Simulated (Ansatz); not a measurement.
GaCo (CsCl type, space group No. 221), PBE (plane waves, PAW; program Ansatz), all energies at zero smearing, with the estimated change up to a 700 eV cutoff added, with one set of potentials and settings (totals compare only within such a set). Cell of 2 atoms (1 Ga, 1 Co): -8909.687 eV.

```tsv
element	reference phase	E (eV/atom)
Ga	Cmce, 4 atoms in the cell	-3783.0209
Co	P6_3/mmc, 2 atoms in the cell, spin-polarised	-5126.1559
```

Formation energy per atom, worked out: (-8909.687 − 1×(-3783.0209) − 1×(-5126.1559))/2 = -0.255 eV/atom (-25 kJ per mol of atoms), at 0 K, without zero-point energy or fitted corrections.

Space group Pm-3m (CsCl type). The PBE relaxation kept the symmetry of its start. The workflow began spin-polarised and lost its moments. The cell computed holds one magnetic atom, so no antiferromagnetic order was within reach. The references are the lowest solids computed at this level, not always the standard phases.

Potentials: the later of the program's two PAW sets.
